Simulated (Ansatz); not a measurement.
# Ionic part of the dielectric constant of Mg$_{2}$ZnS$_{3}$, mode by mode

These are results of DFT PBE, scalar-relativistic, plane waves, PAW (Ansatz), not measurements. Plane waves to 420 eV; Γ-centred k mesh 8×8×8; fixed occupations. No spin polarisation. Phonons by linear response, acoustic sum rule imposed.

Space group I-4m2 (No. 119), tetragonal, a = 3.963 Å, c = 16.888 Å. Mg is surrounded by 4 S at 2.46 Å; Zn is surrounded by 4 S at 2.38 Å; around S on a site of symmetry 2mm lie 2 Zn at 2.38 Å and 2 Mg at 2.46 Å; around S on a site of symmetry -4m2 lie 4 Mg at 2.46 Å.

It was reached by relaxing an invented guess, and it needn't be the stable form of this composition.

The primitive cell has V = 132.64 Å³ and ε∞,yy = 4.649. Each polar mode adds Δε = (4.92064×10⁷/V)·S/ν² along y, with S its oscillator strength in e²/amu, ν in cm⁻¹ and V in Å³.

Q: From these modes, find each Δε and ε0,yy.
```json
{"ν (cm⁻¹)": "89.41", "S_yy (e²/amu)": "0.00253"}
{"ν (cm⁻¹)": "256.19", "S_yy (e²/amu)": "0.2376"}
{"ν (cm⁻¹)": "320.51", "S_yy (e²/amu)": "0.1954"}
{"ν (cm⁻¹)": "335.04", "S_yy (e²/amu)": "0.279"}
```

A:
| ν (cm⁻¹) | Δε |
| --- | --- |
| 89.41 | 0.12 |
| 256.19 | 1.34 |
| 320.51 | 0.71 |
| 335.04 | 0.92 |

The sum is 3.09, so ε0,yy = 7.74; the run's tensor has 7.74.

Q: Where do the longitudinal modes lie for a wave vector along y?

A: At 90.07, 272.94, 326.11, 395.81 cm⁻¹. The Lyddane–Sachs–Teller product Π(ν_LO/ν_TO)² = 1.66 agrees with ε0/ε∞ = 1.66.
